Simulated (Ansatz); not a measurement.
**AlIr (Pm-3m): LDA against PBEsol**

```yaml
crystal:
  lattice:
    - [2.96973, 0.00000, 0.00000]
    - [0.00000, 2.96973, 0.00000]
    - [0.00000, 0.00000, 2.96973]
  atoms:
    - { symbol: Al, position: [0.00000, 0.00000, 0.00000] }
    - { symbol: Ir, position: [0.50000, 0.50000, 0.50000] }
```

This cell (13.10 Å³ an atom) was relaxed by PAW under LDA, and each functional gets its own cell relaxed so. Quantity: elastic moduli (Hill averages, relaxed ions; θ_D from sound speeds over directions). The structure is a database entry and needn't be the stable phase.

Runs: (1) LDA, all-electron LAPW in Ansatz 0.2.0, scalar-relativistic; k mesh 14×14×14, strains of ±0.005, Fermi-Dirac smearing of 0.100 eV, basis error target 1 meV/atom. (2) PBEsol, all-electron LAPW in Ansatz 0.2.0, scalar-relativistic; k mesh 16×16×16, strains of ±0.005, Fermi-Dirac smearing of 0.050 eV, basis error target 1 meV/atom.

Under LDA: B = 258 GPa, G = 105 GPa, C11 = 347 GPa, C44 = 142 GPa, ν = 0.320, θ_D = 386 K.

Q: Which way does PBEsol move the volume, and by how much?

A: a = 2.989 Å, 13.35 Å³ an atom: 2.0 % larger.

Q: What does PBEsol give for these quantities?

A: 

| quantity | LDA | PBEsol | change |
| --- | --- | --- | --- |
| B | 258 GPa | 246 GPa | -5 % |
| G | 105 GPa | 120 GPa | +14 % |
| C11 | 347 GPa | 378 GPa | +9 % |
| C44 | 142 GPa | 137 GPa | -3 % |
| ν | 0.320 | 0.290 | -10 % |
| θ_D | 386 K | 415 K | +8 % |

Caveats: responses of metals move with mesh and smearing; no spin-orbit coupling on heavy atoms.
